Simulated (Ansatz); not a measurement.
A scan (energy against volume; even scaling of the relaxed cell, symmetry kept) gave these values. Level of theory: r2SCAN (plane waves to 500 eV, PAW, scalar-relativistic; Ansatz, an electronic-structure program).

Bulk modulus at fixed cell shape B₀ (third-order Birch-Murnaghan fit): 121 GPa
Pressure derivative B₀′ (fit): 3.6
Equilibrium volume of the fit: 16.56 Å³/atom

Of these crystals, all scanned alike, which one is it?
(A) Ti₃Al (D019 type, space group P6_3/mmc)
(B) GaN (wurtzite)
(C) ZnS (wurtzite)

A, Ti₃Al (D019 type, space group P6_3/mmc). The others have, for the bulk modulus at fixed cell shape: ZnS 77.7 GPa, GaN 196 GPa

All were relaxed with their symmetry unable to fall. The PAW data are Ansatz's earlier set. Ti3Al is run without spin polarisation. With the shape held, the modulus is that of even scaling; a crystal free to change shape is softer.

(Under strain, the slope of the energy per volume gives the stress and its curvature an elastic modulus.)
